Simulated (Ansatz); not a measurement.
The geometry is COD entry 1534935, unchecked; take it as a test cell. The listed cell was then made from it by scaling, straining or moving an atom.

An input for W: DFT, PBEsol, all-electron LAPW, scalar-relativistic (Ansatz 0.2.0).

Command: `ansatz run input.yaml --threads 1 --pin off --max-ram 3072MiB --backend cpu --events-out ev --progress --plain --runs-dir out` The run took 21 s on 1 thread of Intel(R) Xeon(R) Platinum 8488C (Sapphire Rapids) (shared host), peak memory 0.49 GiB.

```yaml
crystal:
  lattice:
    - [0.0, 1.9894, 2.03]
    - [1.9894, 0.0, 2.03]
    - [1.9894, 1.9894, 0.0]
  atoms:
    - { symbol: W, position: [0.0, 0.0, 0.0] }
kpoints:
  mp_grid: { grid: [14, 14, 14] }
  band_path:
    path:
      - [0.0, 0.0, 0.0]
      - [0.0, 0.5, 0.5]
      - [0.25, 0.75, 0.5]
      - [0.0, 0.5, 0.0]
      - [0.0, 0.0, 0.0]
      - [0.5, 0.5, 0.0]
      - [0.37005, 0.62995, 0.0]
      - [-0.37005, 0.37005, 0.0]
      - [0.0, 0.0, 0.0]
    npoints: 5
scf:
  occupations: { method: fermi_dirac, width: 0.05 }
hamiltonian:
  xc: pbesol
  pseudopotentials: { kind: all_electron, lapw: { basis_error: 0.001 } }
output:
  forces: true
  stress: true
  eigenvalues: true
```

The results part of the log:

```
SCF 1 converged in 8 iterations: F = -439073.499769 eV  dr2 = 6.61e-8
NSCF: frozen V_eff on 41 k-points
SCF converged after 8 iterations
Free energy (F): -439073.499769 eV
Harris-Foulkes:  -439073.499769 eV  (|F-HF|=2.74e-8)
Internal energy: -439073.490249 eV  (E = F + TS)
E sigma→0 (E₀):  -439073.495009 eV
Entropy (-TS):   -0.009520 eV (-9.520 meV/atom)
Fermi energy:    28.070726 eV
--- Per-component energies (eV) ---
  E_band       = -2033.554663
  E_kinetic    = 491696.002222
  E_xc         = -8703.718754
  E_electrostatic = -922065.773718  (all electrons and nuclei)
  E_smearing   = -0.009520  (= −TS)
  E_closure    = 0.000000  (closes the sum)
  E_atoms      = -439061.712185  (free atoms, spherical and without spin; not in F)
  Σ components = -439073.499769   (vs F -439073.499769, Δ=0.00e0)
  Basis errors (estimates in eV, not in F): energy 2.2e-4 per atom: plane waves 1.9e-4 (9.7e-5 summed), levels above the bands 6.2e-100, relativity 5.5e-8, radial functions 3.3e-5, core shells 1.1e-6; eigenvalues (radial functions only) 3.4e-6; not estimated: angular momenta, meshes, grids; target (lapw.basis_error) 1.0e-3; muffin-tin radii W 1.407 Å
--- Forces (eV/Å), atoms counted from 1 ---
  atom   1  W     -0.00000000     0.00000000     0.00000000
  max |Σ_I F_I| component: 4.93e-31 eV/Å
--- Stress (GPa, compression-positive) ---
       -3.564882       0.000000       0.000000
        0.000000      -3.564882      -0.000000
        0.000000      -0.000000       2.467054
  P = ⅓ Tr σ = -1.5542 GPa (-15.542 kbar)
--- Band table (eV; the first three rows and the last of 244) ---
  k-point 0: bands = ["-204.2574", "-204.2542", "-204.2351", "-204.2351", "-204.2276", "-45.4478", "-9.0970", "-9.0753", "-9.0753", "0.3718", "0.3729", "0.3729", "0.3859", "0.4202", "0.4292", "0.4292", "18.9771", "27.3075", "27.5785", "27.5785", "30.4865", "30.9043", "40.9137"]
  k-point 1: bands = ["-204.2574", "-204.2542", "-204.2351", "-204.2351", "-204.2276", "-45.4420", "-9.1500", "-9.0974", "-9.0827", "0.3720", "0.3735", "0.3740", "0.3874", "0.4187", "0.4269", "0.4287", "19.2072", "27.2584", "27.5585", "27.6866", "30.3993", "30.7958", "41.3693"]
  k-point 2: bands = ["-204.2574", "-204.2542", "-204.2351", "-204.2351", "-204.2276", "-45.4258", "-9.3304", "-9.1247", "-9.1036", "0.3710", "0.3766", "0.3770", "0.3921", "0.4141", "0.4207", "0.4281", "19.8536", "26.8982", "27.7476", "27.9418", "30.2685", "30.5925", "42.4018"]
  k-point 243: bands = ["-204.2573", "-204.2542", "-204.2351", "-204.2351", "-204.2276", "-45.2979", "-10.2501", "-9.4975", "-9.4975", "0.3757", "0.3898", "0.3910", "0.3910", "0.4011", "0.4011", "0.4273", "22.4234", "23.4687", "31.0118", "33.2627", "34.0255", "34.0255", "40.1767"]
```
